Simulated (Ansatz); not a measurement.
Mg2Sn (cubic Laves (MgCu2 type), Fd-3m) under volume change, plane-wave PAW LDA (Ansatz code), scaled uniformly.

```tsv
V (Å³/atom)	E − E(relaxed) (meV/atom)	P (GPa)
20.430	30.1	5.16
21.103	12.6	3.17
21.777	3.0	1.46
22.450	0.0	0.00
23.124	2.7	-1.25
23.797	10.3	-2.33
24.471	22.1	-3.25
```

Question: What does a third-order Birch–Murnaghan fit give for V₀, B₀ and B′?

Answer: V₀ = 22.45 Å³/atom, B₀ = 45.1 GPa, B′ = 4.1.

The workflow started from an entry of the Crystallography Open Database (COD), which files this formula under 2 space groups. Whether it is the stable phase at ambient conditions was not checked. The cell was relaxed with LDA under the symmetry of its start. At this level the phase is dynamically unstable (imaginary phonons). The volume moved by 74 % from the start of the relaxation. Spin–orbit coupling is left out wherever it is not named.

Potentials: the later of the program's two PAW sets.
